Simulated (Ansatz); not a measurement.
The elements of this relaxed trial crystal are hidden behind letters.

```
lattice vectors (Å)
   4.6313    0.0000    0.0000
   0.0000    4.6313    0.0000
   0.0000    0.0000    4.6313
fractional positions
X 0.5000 0.0000 0.5000
X 0.0000 0.5000 0.5000
X 0.5000 0.5000 0.0000
Z 0.0000 0.0000 0.0000
Q 0.5000 0.5000 0.5000
Q 0.0000 0.5000 0.0000
Q 0.5000 0.0000 0.0000
Q 0.0000 0.0000 0.5000
```

Method: DFT PBE, scalar-relativistic, plane waves, PAW (Ansatz 0.2.0). The final run on the 8-atom cell used 420 eV, a Γ-centred 8×8×8 mesh, 0.10 eV smearing and no spin polarisation.

- Space group: Pm-3m (No. 221)
- Conventional cell: a = 4.631 Å
- Volume per atom: 12.42 Å³
- Density: 6.18 g/cm³
- Energy over the elements: −0.79 eV/atom
- Gap on the 8×8×8 mesh of the 8-atom cell: 0 eV (a metal)

Energies are uncorrected and count from the elements' standard states at the same level.

**Question.** X is a d-block element of period 5, Z is a d-block element of period 4 and Q is a p-block element of period 2. Which elements are they?

**Answer.** X = Zr, Z = Ti, Q = C, so the formula is Zr3TiC4. Density times volume gives a mean mass of 6.18 × 12.42/1.6605 = 46.2 u per atom, and this set has 46.2 u. Zr has 6 C at 2.32 Å, 4 Ti at 3.27 Å and 8 Zr at 3.27 Å; Ti has 6 C at 2.32 Å and 12 Zr at 3.27 Å; C on a site of symmetry m-3m has 6 Zr at 2.32 Å; 1 more site not described. Other sets within the hints have nearly the same mass, so mass alone doesn't settle it; this one was computed.

Symmetry constrained the relaxation, so the result can be a saddle point. Another cell of Zr3TiC4 relaxed alike, in Cmmm, lies 13 meV/atom lower, so this cell isn't the stable form at this level.
